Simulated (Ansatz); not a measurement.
Ta2SnN:
```
Ta2SnN
1.0
    3.26431     0.00000     0.00000
   -1.63215     2.82697     0.00000
    0.00000     0.00000    13.61395
Sn Ta N
2 4 2
Cartesian
  0.00000   1.88465  10.21046
  1.63215   0.94232   3.40349
  0.00000   1.88465   1.09939
  1.63215   0.94232   7.90636
  1.63215   0.94232  12.51456
  0.00000   1.88465   5.70759
  0.00000   0.00000   0.00000
  0.00000   0.00000   6.80698
```

Relaxed with PBE. Special points in fractions of this cell's reciprocal vectors: Γ (0.000, 0.000, 0.000); M (0.500, 0.000, 0.000); K (0.333, 0.333, 0.000); A (0.000, 0.000, 0.500); L (0.500, 0.000, 0.500); H (0.333, 0.333, 0.500).

Question: List the band energies nearest the Fermi level at these points for plane-wave PAW PBE with spin–orbit coupling (Ansatz code).

Answer: In eV from the Fermi level; about four levels below and three above (degenerate sets whole), none deeper than 8.9 eV; points with the same levels are listed once.

```csv
k,below,above
Γ,-1.22 -1.22 -0.42 -0.42,0.46 0.46 0.53 0.53 0.53 0.53
M,-3.38 -3.38 -3.30 -3.30,0.05 0.05 0.15 0.15
K,-0.31 -0.31 -0.29 -0.29,0.66 0.66 2.00 2.00
A,-0.69 -0.69 -0.69 -0.69,0.64 0.64 0.64 0.64
L,-3.34 -3.34 -3.34 -3.34,0.09 0.09 0.09 0.09
H,-1.33 -1.33 -1.25 -1.25,0.03 0.03 0.06 0.06
```

Space group P6_3/mmc. The start of the workflow was typed in or built on a structure type; neither database checked (COD, Materials Project) lists it. Its standing as an ambient phase is unchecked. The cell was relaxed with PBE under the symmetry of its start; its stability against distortions is not shown here. No spin polarisation was allowed.

Potentials: the earlier of the program's two PAW sets.
